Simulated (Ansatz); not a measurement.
# CuBiSeO: pressure against volume

CuBiSeO, P4/nmm, a = 3.858 Å, c = 8.816 Å. The structure is a Materials Project entry; whether it is the stable form wasn't checked. Ansatz: LDA, PAW, 420 eV, Γ-centred 10×10×4 mesh on 8 atoms, Gaussian smearing 0.01 eV; no spin polarisation. Shape and atoms are relaxed at each volume; pressure is positive in compression.

| V (Å³/atom) | P (GPa) |
| --- | --- |
| 14.434 | ? |
| 14.926 | 11.07 |
| 15.418 | 6.70 |
| 15.910 | 3.04 |
| 16.402 | 0.00 |
| 16.894 | -2.56 |
| 17.386 | -4.67 |
| 18.042 | -6.83 |

Take V0 = 16.402 Å³/atom, fit the third-order Birch–Murnaghan form to the other rows, and predict the missing pressure.

With the Eulerian strain f = ½[(V0/V)^(2/3) − 1] and y = P/[3f(1 + 2f)^(5/2)], the form is the line y = B0 + 1.5 B0 (B0′ − 4) f. Rows (f, y): 0.03244, 97.2; 0.02105, 95.7; 0.01026, 93.9; -0.00976, 91.8; -0.01905, 90.0; -0.03078, 86.7. Means f = 0.0006933, y = 92.550; Σ(Δf)² = 0.003003, ΣΔfΔy = 0.4670; the slope is their ratio. y = 92.44 + 155.5 f GPa, so B0 = 92.4 GPa and B0′ = 4 + 2 × (155.5)/(3 × 92.44) = 5.12. At V = 14.434, f = 0.04447, y = 99.36 and P = 16.40 GPa. The run gave 16.26 GPa, so the fit is 0.14 GPa too high, a small miss on the scale of the series.

Where the gap has closed, the smearing of 0.02 eV or less is narrow for a metal on this mesh. Spin–orbit coupling is left out, which can shift energies with elements as heavy as these.